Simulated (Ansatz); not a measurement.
ScF3 (Pm-3m), a vibration from a frozen displacement

Level of theory: DFT LDA, scalar-relativistic, plane waves, PAW (Ansatz 0.2.0). The runs took a 420 eV cutoff, a Γ-centred 6×6×6 mesh and Gaussian smearing (0.05 eV). No spin polarisation. Energies are free energies at this smearing, counted from the undisturbed cell; pressure is positive in compression.

Zero of the scan (as given, not relaxed at this level; it stands at -3.0 GPa):

```
CELL_PARAMETERS angstrom
4.01245 0.00000 0.00000
0.00000 4.01245 0.00000
0.00000 0.00000 4.01245
ATOMIC_POSITIONS crystal
Sc 0.00000 0.00000 0.00000
F 0.50000 0.00000 0.00000
F 0.00000 0.50000 0.00000
F 0.00000 0.00000 0.50000
```

Every Sc atom is moved by x along the Cartesian unit vector (1.000, 0.000, 0.000); the cell and all other atoms stay fixed. The cell's volume is 64.60 Å³; the moved atoms weigh 44.956 u together and the others 56.995 u. Some rows repeat others by symmetry and weren't run.

```csv
x (Å),ΔE (meV/cell),total force on the moved atoms along the move (eV/Å),pressure (GPa)
-0.3000,586.89,5.3154,2.7642
-0.2625,411.71,4.0702,1.2874
-0.2250,278.67,3.0615,0.0702
-0.1875,179.60,2.2523,-0.9120
-0.1500,107.69,1.6075,-1.6818
-0.1125,57.41,1.0928,-2.2585
-0.0750,24.52,0.6751,-2.6588
-0.0375,5.98,0.3215,-2.8942
0.0000,0.00,0.0000,-2.9719
0.0375,5.98,-0.3215,-2.8942
0.0750,24.52,-0.6751,-2.6588
0.1125,57.41,-1.0928,-2.2585
0.1500,107.69,-1.6075,-1.6818
0.1875,179.60,-2.2523,-0.9120
0.2250,278.67,-3.0615,0.0702
0.2625,411.71,-4.0702,1.2874
0.3000,586.89,-5.3154,2.7642
```

Question: What frequency belongs to this motion?

Answer: The force constant is k = −dF/dx = 8.573 eV/Å², from the parabola through x = -0.0375, 0 and 0.0375. In every cell the moved atoms swing against the rest, so the mass is μ = m₁m₂/(m₁ + m₂) = 25.132 u, and ν̃ = 521.5 cm⁻¹ × √(|k|/μ) = 305 cm⁻¹, at this cell's pressure of -3.0 GPa. The pattern needn't be a normal mode: ν̃² is then a weighted mean of the squared nonzero frequencies at the zone centre of this cell, taken without macroscopic field, so it lies between the lowest and the highest of them.

Question: How far does the harmonic law reach?

Answer: At x = -0.300 Å, kx²/2 = 385.80 meV against the computed 586.89 meV (+52.1 %): the well stiffens in this direction at large amplitude.

Question: The pressure changes with x². What does that say about the frequency under compression?

Answer: With E = k(V)x²/2, k ∝ V^(−2γ) and x scaling with the cell as V^(1/3), P − P0 = −∂E/∂V = (2γ − 2/3) ΔE/V. At x = 0.0750 Å, V(P − P0) = 64.60 × 0.31303 / 160.2 eV = 126.21 meV and ΔE = 24.52 meV, so γ = 1/3 + V(P − P0)/(2ΔE) = 2.91. This is the Grüneisen parameter of the motion under uniform scaling of the cell: shrinking the cell evenly by 1 % in volume raises the frequency by about 2.91 %.